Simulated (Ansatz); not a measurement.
## TaO₃ (Pm-3m), tetragonal deformation path

Level of theory: DFT PBEsol, scalar-relativistic, plane waves, PAW (Ansatz). The runs took a 420 eV cutoff, a Γ-centred 14×14×14 mesh and Gaussian smearing (0.15 eV). Spin–orbit coupling is left out, which matters for the heavy elements here. Collinear spins, started from moments 0.0, 0.2, 0.2, 0.2 μB in atom order; the magnetic state may not be the lowest. Energies are free energies at this smearing, counted from the undisturbed cell; pressure is positive in compression.

Zero of the scan (relaxed at this level; with this scan's settings it stands at 0.3 GPa; it needn't be the usual structure):

```
Ta O
1.0
     3.92325    0.00000    0.00000
     0.00000    3.92325    0.00000
     0.00000    0.00000    3.92325
Ta O
1 3
Direct
  0.50000 0.50000 0.50000
  0.00000 0.50000 0.50000
  0.50000 0.50000 0.00000
  0.50000 0.00000 0.50000
```

At fixed volume and fractional coordinates, lengths along (0.000, 0.000, 1.000) are scaled against those across it; ρ is that ratio over its starting value. The cell is metallic on the mesh throughout.

```tsv
ρ	ΔE (meV/atom)
0.707	2420.6
0.850	434.0
1.000	0.0
1.200	376.5
1.414	1265.4
```

Problem. Predict the moment (μB/cell) at each point.

Solution.
```
    ρ  moment (μB/cell)
0.707              0.81
0.850              1.00
1.000              0.87
1.200              0.92
1.414              0.98
```

Cost: 5 runs of about 3.8 core-minutes in all, on Oxide Virtual Turin-like Processor (Zen 5) (shared hosts).